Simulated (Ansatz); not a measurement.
Relaxed-ion elastic tensor of SiRh in space group Pnma (No. 62; Si on 4c, Rh on 4c) in GPa (Voigt order), PBEsol in the plane-wave PAW code Ansatz; density 8.06 g/cm³, 13.50 Å³ per atom.

```
422  150  165  0.0  0.0  0.0
150  227  176  0.0  0.0  0.0
165  176  378  0.0  0.0  0.0
0.0  0.0  0.0  118  0.0  0.0
0.0  0.0  0.0  0.0  123  0.0
0.0  0.0  0.0  0.0  0.0  105
```

Is the crystal mechanically stable?

Yes: the smallest eigenvalue of C is 105 GPa.

Work out the Voigt, Reuss and Hill averages.

K_V = 223, K_R = 205, K_H = 214; G_V = 105, G_R = 94.0, G_H = 99.4 GPa.

Give Young's modulus, Poisson's ratio, Pugh's ratio and the universal anisotropy index.

E = 9KG/(3K + G) = 258 GPa; ν = 0.30; K/G = 2.15 (ductile by the Pugh limit of 1.75); A_U = 5G_V/G_R + K_V/K_R − 6 = 0.67.

Estimate the sound speeds and the Debye temperature.

v_l = √((K + 4G/3)/ρ) = 6560 m/s, v_t = √(G/ρ) = 3510 m/s, mean 3920 m/s; Θ = (h/k)(3n/4πV)^(1/3) v_m = 491 K.

Solve the Christoffel equation for the three sound speeds along x, y, z.

Eigenvalues of C_ijkl n_j n_l equal ρv². In km/s, slowest first: x 3.60, 3.90, 7.24; y 3.60, 3.83, 5.31; z 3.83, 3.90, 6.85.

How much does each axis shrink under pressure?

Linear compressibilities β_i = Σ_j S_ij (j = 1 to 3): x 0.94, y 3.2, z 0.74 per TPa.

The workflow started from a Materials Project entry (that database holds measured and hypothetical structures alike); the Crystallography Open Database copy checked does not list it. COD files the formula under space group No. 14. Its standing as an ambient phase is unchecked. Symmetry was held in the PBEsol relaxation; its stability against distortions is not shown here. No spin polarisation was allowed. As this level gives no gap, shear constants depend on the k-mesh and smearing (Fermi–Dirac, 0.1 eV here). On the denser mesh and wider smearing of the elastic run this cell carries a stress of 0.3 GPa.

Potentials: the earlier of the program's two PAW sets. The files were generated under PBE; for other functionals the program regenerates the frozen cores, and for LDA and PBEsol the local potential too.
